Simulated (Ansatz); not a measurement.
HfCo$_{3}$B$_{2}$:
```
CELL_PARAMETERS angstrom
      4.79466     0.00000     0.00000
     -2.39733     4.15230     0.00000
      0.00000     0.00000     3.02143
ATOMIC_POSITIONS crystal
  B  0.33333 0.66667 0.00000
  B  0.66667 0.33333 0.00000
  Co 0.50000 0.00000 0.50000
  Co 0.50000 0.50000 0.50000
  Co 0.00000 0.50000 0.50000
  Hf 0.00000 0.00000 0.00000
```

Relaxed with r²SCAN.

Task: Map the electron localisation function on the plane through (0.333, 0.667, 0.000) spanned by u = [0, 0, 1] and v = [1, -1, 0] in lattice vectors, from r²SCAN in the plane-wave PAW code Ansatz.

Result: x is the fraction of u, y of v (the angle between them is 90°; rows are the nearest grid lines); atoms in the plane: B at (0.00, 0.00), B at (0.00, 0.33), Co at (0.50, 0.17), Hf at (0.00, 0.67).
```
|00256643334665200|
|13566543234566531|
|55666433233466655|
|55554433333445555|
|11123444444432111|
|33211134443111233|
|77642113431124677|
|88875201110257888|
|78886200100268887|
|88763112321136788|
|66531123432113566|
|00112344444321100|
|44444433333444444|
|66665433333456666|
|45666533233566654|
|00266643334666200|
|01466532223566410|
|66653222222235666|
|55531235653213555|
|33211489998411233|
|54321258885212345|
|55663212221236655|
|23566321112366532|
|00256643334665200|
```
Scale: ten equal steps from 0.000 (start of '0') to 0.986 (end of '9'), in the order '0123456789'; x runs from 0.000 to 1.00, y from 0.000 (bottom) to 1.00 (top).

The density is the valence pseudo-density with augmentation charge, so density and ELF within about 1 Å of a nucleus are not all-electron values.

Space group P6/mmm. The workflow started from an entry of the Crystallography Open Database (COD). Its standing as an ambient phase is unchecked. Symmetry was held in the r²SCAN relaxation; whether a distortion lowers the energy is not shown. The workflow began spin-polarised and lost its moments. Scalar-relativistic: spin–orbit coupling is off unless named, which matters more the heavier the elements.

Potentials: the later of the program's two PAW sets.
